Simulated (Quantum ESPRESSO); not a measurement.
## Calculated data, MgGa$_{3}$P$_{3}$Se (made-up cell)

Calculation on a made-up crystal cell, not a measurement: periodic Kohn-Sham density functional theory in plane waves with PseudoDojo standard norm-conserving scalar-relativistic pseudopotentials, each functional with its own files (v0.5 for PBE, v0.4.1 for LDA and PBEsol), no spin polarisation, no spin-orbit coupling, atoms not relaxed, stress positive in tension, energies less a fixed whole-eV offset for each atom's element; levels are Kohn-Sham levels at fractions of this cell's reciprocal vectors, counted from the reference band (half the neutral cell's valence electrons, rounded up) at Gamma; error bars cover cutoff and k-mesh only, not smearing or the files; added strain carries the atoms with the cell, and shear is the tensor component; each bar is the largest change over components, and at least 0.002 eV, 0.002 eV per angstrom or 0.02 GPa; energies are for the whole cell, and the offsets were chosen from early runs and are not element reference energies. Program: Quantum ESPRESSO 7.5.

```cif
# cell vector a (Å): 5.7440 -0.0016 0.0358
# cell vector b (Å): -0.0016 5.6487 0.0023
# cell vector c (Å): 0.0358 0.0023 5.6229
data_MgGa3P3Se
_symmetry_space_group_name_H-M 'P 1'
_symmetry_Int_Tables_number 1
_cell_length_a 5.7441
_cell_length_b 5.6487
_cell_length_c 5.6230
_cell_angle_alpha 89.953
_cell_angle_beta 89.278
_cell_angle_gamma 90.032
_cell_volume 182.43
loop_
_atom_site_label
_atom_site_type_symbol
_atom_site_fract_x
_atom_site_fract_y
_atom_site_fract_z
_atom_site_occupancy
Ga1 Ga 0.01246 0.00170 0.99823 1
Ga2 Ga 0.00160 0.50327 0.50298 1
Mg1 Mg 0.49594 0.00074 0.51718 1
Ga3 Ga 0.49136 0.51079 0.99590 1
Se1 Se 0.25462 0.25141 0.25083 1
P1 P 0.24031 0.74873 0.74253 1
P2 P 0.75434 0.23722 0.75298 1
P3 P 0.74762 0.75010 0.25284 1
_calc_lattice_type 'zincblende/diamond'
_calc_functional 'pbe'
_calc_cutoff 1170  # eV
_calc_fermi_dirac_smearing 0.025  # eV
_calc_scf_tolerance 1e-07  # eV
_calc_electrons_removed 0
_calc_added_strain_kind 'biaxial xx and yy'
_calc_added_strain -0.0183
_calc_k_mesh '4 x 4 x 4, shifted by half a step'
_calc_structure_shown 'before the added strain of -0.0183'
_calc_free_energy_less_offsets -2.747  # eV
_calc_smearing_term_minus_ts 0  # eV
_calc_scf_iterations 10
_calc_pressure 2.083  # GPa
_calc_stress_xx -1.659  # GPa
_calc_stress_yy -2.599  # GPa
_calc_stress_zz -1.991  # GPa
_calc_stress_yz -0.5646  # GPa
_calc_stress_xz 0.5827  # GPa
_calc_stress_xy -1.421  # GPa
_calc_reference_band 40
_calc_error_bar_energy 0.007207  # eV
_calc_error_bar_stress 0.02  # GPa
_calc_error_bar_force 0.003031  # eV/angstrom
_calc_error_bar_next_band_up 0.002  # eV
_calc_error_bars_from 'tighter rerun of a related cell'
```

Atoms:
```csv
atoms element,atom site,atom energy offset (eV)
Ga,1,-2080
Ga,2,-2080
Mg,3,-1617
Ga,4,-2080
Se,5,-3300
P,6,-189
P,7,-189
P,8,-189
```

Forces:
```csv
site,x (eV/Å),y (eV/Å),z (eV/Å)
1,-1.543,-0.9245,-0.4721
2,-1.556,0.3629,0.51
3,0.7409,-0.4134,-0.301
4,1.445,0.5193,-0.865
5,-0.1551,0.1462,-0.1029
6,-0.0412,-0.581,0.9322
7,0.5769,1.122,0.6885
8,0.533,-0.2314,-0.3896
```

Levels:
```csv
level k point,next band up (eV)
Gamma,0.7744
"(1/2,1/2,1/2)",0.7696
"(0.15,0,0)",1.257
"(0,0.15,0)",1.273
"(0,0,0.15)",1.292
```
